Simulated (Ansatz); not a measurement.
## Property card for ZnCu2GeS4

ZnCu2GeS4:
```yaml
crystal:
  lattice:
    - [-2.60573, 2.60573, 5.18850]
    - [2.60573, -2.60573, 5.18850]
    - [2.60573, 2.60573, -5.18850]
  atoms:
    - { symbol: Cu, position: [0.00000, 0.00000, 0.00000] }
    - { symbol: Cu, position: [0.75000, 0.25000, 0.50000] }
    - { symbol: Zn, position: [0.25000, 0.75000, 0.50000] }
    - { symbol: Ge, position: [0.50000, 0.50000, 0.00000] }
    - { symbol: S, position: [0.63108, 0.62121, 0.50031] }
    - { symbol: S, position: [0.12090, 0.13078, 0.49969] }
    - { symbol: S, position: [0.37879, 0.87910, 0.00988] }
    - { symbol: S, position: [0.86922, 0.36892, 0.99012] }
```

Space group I-4 (No. 82); conventional cell a = b = 5.2115 Å, c = 10.3770 Å, α = β = γ = 90.00°.

Method: LDA (plane waves, PAW; program Ansatz). The cell and atoms are relaxed at this level. Other levels are named where they apply.

**Cell and energy**

```
Item                                                          Result
-----------------------------------------------------  -------------
Volume per atom                                             17.61 Å³
Density                                                   4.64 g/cm³
Formation energy from the elements (no fitted shifts)  -0.51 eV/atom
```

**Electronic structure**

```
Property                                                  Value
-----------------------  --------------------------------------
Band gap                                       0.67 eV (direct)
Valence-band maximum                                       at Γ
Conduction-band minimum                                    at Γ
Electron effective mass  0.12, 0.13, 0.13 mₑ (principal values)
Hole effective mass      0.13, 0.72, 0.72 mₑ (principal values)
```

**Mechanics**

```
Quantity                              Result
----------------------------------  --------
Bulk modulus (Birch–Murnaghan fit)  94.3 GPa
Pressure derivative B′                   4.8
```

**Phonons**

```
Property                                                             Value
--------------------------------------------------  ----------------------
Highest zone-centre frequency (without LO–TO term)               372 cm^-1
Zone-centre stability                               no imaginary mode at Γ
```

Symmetry was held in the LDA relaxation. The run is not spin-polarised. The references are the lowest solids computed at this level, not always the standard phases. Spin–orbit coupling is left out wherever it is not named.

Potentials: the later of the program's two PAW sets.
